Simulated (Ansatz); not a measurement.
input.yaml (Ansatz)

```yaml
crystal:
  lattice:
    - [-2.9448334252, 2.9455046853, 1.2134962726]
    - [2.9455046853, -2.9448334252, 1.2134962726]
    - [1.5345697993, 1.5345697993, -1.2122668585]
  atoms:
    - { symbol: Ni, position: [3.82578e-05, 0.9999617422, 0.0] }
    - { symbol: Ni, position: [0.7499617422, 0.2500382578, 0.5] }
hamiltonian:
  xc: r2scan
  pseudopotentials:
    kind: paw
    azcp:
      Ni: "pseudopotentials/Ni.paw.azcp"
basis:
  ecutwfc: 500
  fft_grid_basis: typed
kpoints:
  mp_grid: { grid: [17, 17, 16], shift: [0, 0, 0] }
magnetization:
  spin_polarized: false
scf:
  occupations: { method: fermi_dirac, width: 0.1 }
  lower_state_search: "off"
output:
  stress: true
  write_density: true
  write_potential: true
  elf: true
  volumetric_format: npy
```

Terminal output

```
Engine: ansatz 0.2.0, x86_64-unknown-linux-gnu
Pseudopotentials: kind: paw
Pseudopotential: Ni, paw, valence charge 18, recommended cutoff 500 eV (meta_gga) 
Functional definition: r2SCAN
  parameter k0 = 0.174
  parameter k1 = 0.065
  parameter a1 = 4.9479
  exchange = r2scan_x(k0 = k0, k1 = k1, a1 = a1)
  correlation = r2scan_c
Crystal: 2 atoms, lattice volume = 21.943 Å³
Basis set: ecut = 500 eV, 565 PW (Γ), exchange–correlation on 128×128×80 points (64 copies of the dense FFT grid, shifted against one another)
Bands: 22, of which v1, the nominal top of the filled ones, is band 18 counted from 1 (17 counted from 0)
Symmetry: 4 space group operations
Space group: C2/c (ITA 15), of the structure as read, at distance tolerance 2.8e-5 Å
k-points: 1233 of 4624
Non-local potential: Ni, projectors of the file, l = 0: 3, l = 1: 2, l = 2: 3, l = 3: 1
PAW form: soft (Blöchl's): semilocal exchange-correlation on the pseudo side does not see the compensation charge
PAW frozen core: Ni, regenerated for the run's functional (the file was generated under x = pbe(κ = 0.804, μ = 0.2195149727645171), c = pbe(β = 0.06672455060314922))
PAW one-centre angular grid: Ni, 590 points (default); XC on 160 Gauss nodes
Initial density: superposition of atomic densities (neutral atoms: chi_scale 0, normalization atom), corrected by the library's trained network
Initial wavefunctions: pseudopotential atomic-orbital guess
Functional: x = r2scan, c = r2scan; τ floored in thin density (d = 2e-4 eV/Å³)
SCF iter   1: F=-11690.221425 eV  HF=-11690.139427 eV  |F-HF|=8.20e-2  |Δ(HF+E_count)|=         —  Δρ=2.00e-2  dr2=4.91e-2  dr2_τ=5.98e-2  ethr=1.77e-3  ⟨swp⟩=5.4  Hψ=107975  notcnv=0
SCF iter   2: F=-11690.237895 eV  HF=-11690.241350 eV  |F-HF|=3.45e-3  |Δ(HF+E_count)|=   1.02e-1  Δρ=7.44e-3  dr2=8.27e-3  dr2_τ=8.89e-4  ethr=1.37e-4  ⟨swp⟩=2.1  Hψ=68494  notcnv=0
SCF iter   3: F=-11690.237501 eV  HF=-11690.239707 eV  |F-HF|=2.21e-3  |Δ(HF+E_count)|=   1.64e-3  Δρ=4.10e-3  dr2=2.18e-3  dr2_τ=2.95e-5  ethr=2.30e-5  ⟨swp⟩=2.8  Hψ=48114  notcnv=0
SCF iter   4: F=-11690.238011 eV  HF=-11690.239744 eV  |F-HF|=1.73e-3  |Δ(HF+E_count)|=   3.63e-5  Δρ=4.94e-3  dr2=2.85e-3  dr2_τ=6.98e-6  ethr=6.05e-6  ⟨swp⟩=2.8  Hψ=56832  notcnv=0
SCF iter   5: F=-11690.239502 eV  HF=-11690.239528 eV  |F-HF|=2.59e-5  |Δ(HF+E_count)|=   2.16e-4  Δρ=1.04e-3  dr2=1.06e-4  dr2_τ=2.15e-6  ethr=6.05e-6  ⟨swp⟩=2.7  Hψ=45810  notcnv=0
SCF iter   6: F=-11690.239549 eV  HF=-11690.239549 eV  |F-HF|=1.37e-7  |Δ(HF+E_count)|=   2.11e-5  Δρ=1.38e-4  dr2=1.86e-6  dr2_τ=3.19e-8  ethr=2.95e-7  ⟨swp⟩=2.0  Hψ=44645  notcnv=0
SCF iter   7: F=-11690.239556 eV  HF=-11690.239556 eV  |F-HF|=1.82e-7  |Δ(HF+E_count)|=   6.71e-6  Δρ=5.25e-5  dr2=1.82e-7  dr2_τ=5.17e-9  ethr=5.16e-9  ⟨swp⟩=2.1  Hψ=49650  notcnv=0
SCF iter   8: F=-11690.239556 eV  HF=-11690.239556 eV  |F-HF|=2.80e-9  |Δ(HF+E_count)|=   2.41e-7  Δρ=2.73e-5  dr2=6.70e-8  dr2_τ=7.00e-10  ethr=2.78e-10  ⟨swp⟩=11.3  Hψ=239825  notcnv=0
SCF 1 converged in 8 iterations: F = -11690.239556 eV  dr2 = 6.70e-8
SCF converged after 8 iterations
Free energy (F): -11690.239556 eV
Harris-Foulkes:  -11690.239556 eV  (|F-HF|=2.80e-9)
Internal energy: -11690.075826 eV  (E = F + TS)
E sigma→0 (E₀):  -11690.157691 eV
Entropy (-TS):   -0.163730 eV (-81.865 meV/atom)
Fermi energy:    17.578077 eV
--- Per-component energies (eV) ---
  E_band       = -623.475728
  E_kinetic    = 564.506087
  E_local      = -6935.849226  (includes V_loc(G=0)·N_el)
  E_nonlocal   = 1283.431048
  E_hartree    = 2902.749076
  E_xc         = -156.872494
  E_vxc        = -232.789520  (∫ρ·V_xc dr)
  E_paw        = -3290.605146  (= ΣΔE_a)
  E_vpaw       = -1125.517430  (= ΣTr[D̂ρ^β])
  E_aug_tail   = 0.000478  (compensation charges beyond the density's cutoff)
  E_vtau       = 17.216705  (kinetic-family band-sum trace: ∫τ·v_τ [+ j·A + Jᵃ·Aᵃ] dr)
  E_ewald      = -6056.835512
  E_core_change = -0.600137  (= ΣΔE_core)
  E_smearing   = -0.163730  (= −TS)
  E_closure    = 0.000000  (closes the sum)
  Σ components = -11690.239556   (vs F -11690.239556, Δ=0.00e0)
--- Stress (GPa, compression-positive) ---
       -7.988573      -0.073711      -0.041407
       -0.073711      -7.988573      -0.041407
       -0.041408      -0.041408      -7.612443
  P = ⅓ Tr σ = -7.8632 GPa (-78.632 kbar)
--- Band table (eV; the first three rows and the last of 1233) ---
  k-point 0: bands = ["-89.0644", "-89.0303", "-48.0618", "-47.9188", "-47.8780", "-47.8425", "-47.8406", "-47.8257", "8.3594", "13.0139", "15.2775", "15.5585", "15.9903", "16.0146", "16.0572", "16.2230", "16.9422", "16.9795", "17.0196", "17.5434", "23.3816", "40.5073"]
  k-point 1: bands = ["-89.0632", "-89.0297", "-48.0589", "-47.9251", "-47.8853", "-47.8458", "-47.8420", "-47.8253", "8.4993", "13.1111", "15.2734", "15.4988", "16.0273", "16.0514", "16.0687", "16.1746", "16.4538", "16.9402", "16.9826", "18.2678", "23.4038", "38.9439"]
  k-point 2: bands = ["-89.0597", "-89.0281", "-48.0502", "-47.9433", "-47.9060", "-47.8540", "-47.8459", "-47.8257", "8.9132", "13.3870", "15.2323", "15.3350", "15.7429", "16.0307", "16.0761", "16.2303", "16.2491", "16.9322", "16.9884", "19.3376", "23.4794", "36.1183"]
  k-point 1232: bands = ["-89.0239", "-89.0239", "-48.1027", "-48.1027", "-47.8949", "-47.8949", "-47.8810", "-47.8810", "13.0812", "13.0812", "14.4676", "14.4676", "16.6567", "16.6567", "17.6179", "17.6179", "17.6511", "17.6511", "18.3652", "18.3652", "25.1271", "25.1271"]
```

Command:

```sh
ansatz run input.yaml --threads 1 --pin off --max-ram 3584MiB --backend cpu --events-out ev --progress --plain --runs-dir out
```

On 1 thread of Intel(R) Xeon(R) Platinum 8259CL CPU @ 2.50GHz (Skylake/Cascade Lake) (shared host) this took about 130 s of wall time and 130 s of CPU time.
